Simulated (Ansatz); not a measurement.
Energy against volume for LiTaO3 (LiNbO3 type, space group R3c)

LiTaO3 (LiNbO3 type, space group R3c)

```yaml
crystal:
  lattice:
    - [2.56994, 1.48376, 4.59035]
    - [-2.56994, 1.48376, 4.59035]
    - [0.00000, -2.96752, 4.59035]
  atoms:
    - { symbol: Li, position: [0.70525, 0.70525, 0.70525] }
    - { symbol: Li, position: [0.20525, 0.20525, 0.20525] }
    - { symbol: Ta, position: [0.98836, 0.98836, 0.98836] }
    - { symbol: Ta, position: [0.48836, 0.48836, 0.48836] }
    - { symbol: O, position: [0.62303, 0.87045, 0.26262] }
    - { symbol: O, position: [0.87045, 0.26262, 0.62303] }
    - { symbol: O, position: [0.26262, 0.62303, 0.87045] }
    - { symbol: O, position: [0.76262, 0.37045, 0.12303] }
    - { symbol: O, position: [0.37045, 0.12303, 0.76262] }
    - { symbol: O, position: [0.12303, 0.76262, 0.37045] }
```

Equation-of-state scan: isotropic scaling of the cell above, V₀ being its volume. The atoms relax within the cell's symmetry.

Level of theory: PBEsol (plane waves to 420 eV, PAW, scalar-relativistic; Ansatz, an electronic-structure program). k mesh 8×8×8 (Γ-centred), Fermi-Dirac smearing 0.05 eV. Energies are smeared free energies. Compression counts positive. With the shape held, the modulus is that of even scaling; a crystal free to change shape is softer. LiTaO3 is run without spin polarisation. LiTaO3 was relaxed with its symmetry unable to fall. Spin-orbit coupling is left out, though Ta is heavy. The zero of ΔE is the relaxed starting cell.

| V/V₀ | ΔE (eV/atom) | P (GPa) |
|---|---|---|
| 0.900 | 0.0507 | 16.8 |
| 0.920 | 0.0314 | 12.8 |
| 0.940 | 0.0170 | 9.1 |
| 0.960 | 0.0073 | 5.8 |
| 0.980 | 0.0018 | 2.7 |
| 1.000 | 0.0000 | 0.0 |
| 1.020 | 0.0016 | -2.4 |
| 1.040 | 0.0063 | -4.5 |
| 1.060 | 0.0135 | -6.3 |
| 1.080 | 0.0227 | -7.8 |
| 1.100 | 0.0337 | -8.9 |

What the scan shows:

- Pressure at the smallest volume: 16.8 GPa
- Energy cost of the largest compression: 50.7 meV/atom
- Energy cost of the largest expansion: 33.7 meV/atom
- Bulk modulus at fixed cell shape B₀ (third-order Birch-Murnaghan fit): 125 GPa
- Pressure derivative B₀′ (fit): 5.1
- Equilibrium volume of the fit: 10.50 Å³/atom
- Pressure for 5 % compression (fit): 7.3 GPa

The 11 points together took very roughly 20 core-minutes.

(Under strain, the slope of the energy per volume gives the stress and its curvature an elastic modulus.)
